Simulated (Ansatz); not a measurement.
The start is a relaxed RbAlF4 cell, doubled along one cell vector, shaken by Gaussian noise of σ = 0.08 Å a coordinate. A full variable-cell relaxation at zero pressure is run with r2SCAN (plane waves to 500 eV, PAW, scalar-relativistic; Ansatz, a quantum-chemistry and plane-wave program). The first steps use a coarse 6×6×2 k-mesh.

Initial structure:
```
RbAlF4
1.0
    3.65840     0.00000     0.00000
    0.00000     3.65840     0.00000
    0.00000     0.00000    12.53369
Rb Al F
2 2 8
Cartesian
 -0.12213   0.00349   0.10692
 -0.07111   0.13069   6.27034
  1.75425   1.92721   3.15714
  1.69946   1.69942   9.27672
  1.89034   1.83382   4.93125
  1.78495   1.75682  11.10813
  1.84392   1.78312   1.26451
  1.93515   1.83696   7.72777
  1.89510  -0.09774   3.14706
  1.73138   0.04087   9.29783
  0.05771   1.74816   3.14511
 -0.03776   1.76158   9.40263
```

### Question
Which atoms feel the largest initial force, and how large is it?

### Answer
6.75 eV/Å, on Al4 (atoms numbered as listed).

### Question
How much energy is released per atom?

### Answer
0.12 eV/atom.

### Question
Does it find its way back to the structure it was made from?

### Answer
It returns to the parent structure, P4/mmm (No. 123).

Final structure:

```cif
data_AlF4Rb
_chemical_formula_sum 'Rb1 Al1 F4'
_space_group_name_H-M_alt 'P4/mmm'
_space_group_IT_number 123
_space_group_name_Hall '-P 4 2'
_cell_length_a 3.65832
_cell_length_b 3.65832
_cell_length_c 6.26700
_cell_angle_alpha 90.000
_cell_angle_beta 90.000
_cell_angle_gamma 90.000
loop_
_atom_site_label
_atom_site_type_symbol
_atom_site_symmetry_multiplicity
_atom_site_Wyckoff_symbol
_atom_site_fract_x
_atom_site_fract_y
_atom_site_fract_z
_atom_site_occupancy
Rb1 Rb 1 d 0.50000 0.50000 0.50000 1
Al1 Al 1 a 0.00000 0.00000 0.00000 1
F1 F 2 g 0.00000 0.00000 0.28131 1
F2 F 2 f 0.00000 0.50000 0.00000 1
```

Final values are on a 9×9×6 k-mesh of the relaxed cell. No spin polarisation in the result.
